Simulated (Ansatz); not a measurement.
A trial cell of Mo was relaxed with PBE (plane waves to 420 eV, PAW, scalar-relativistic; Ansatz, a quantum-chemistry and plane-wave program).

Before: P4₃2₁2 (No. 96), tP12; a = 5.2995 Å, b = 5.2995 Å, c = 6.6774 Å, α = 90.00°, β = 90.00°, γ = 90.00°.

After relaxation:

Simulated powder pattern, Cu Kα, λ = 1.54184 Å (kinematic, ideal powder, no thermal factors, no anomalous dispersion; the 24 strongest lines at most, above 1 %, up to 2θ = 90°):

```
2θ (°)  I/Imax (%)
------  ----------
25.33          6.9
36.13           70
38.11          100
40.57           81
42.37           21
50.01           25
52.01           12
53.52           43
58.71          7.4
63.23           13
66.28          3.6
67.97          3.2
69.25           28
73.05          4.6
75.91           22
77.88           13
79.46           22
82.25          8.4
84.31          3.3
86.23           11
88.98          2.9
```

Problem. Identify the relaxed structure from its pattern: crystal system, space group and cell.

Solution. Tetragonal, P4₁2₁2 (No. 92), tP4; a = 4.973 Å, b = 4.973 Å, c = 2.683 Å, α = 90.00°, β = 90.00°, γ = 90.00°. Sites: Mo 4a (0.189, 0.189, 0.000).

Problem. Index the strongest lines.

Solution. 36.13° (200), 38.11° (101), 40.57° (210), 53.52° (211), 69.25° (311).

No spin polarisation in the result.

The run could not lose the symmetry of its start, so the end can be a saddle point.

The relaxed structure here is a generated cell of Mo: the first start was made by placing the elements on the sites of a structure type, and the end was not matched to a known phase here, so it may be hypothetical. Known forms of Mo include space group No. 229.
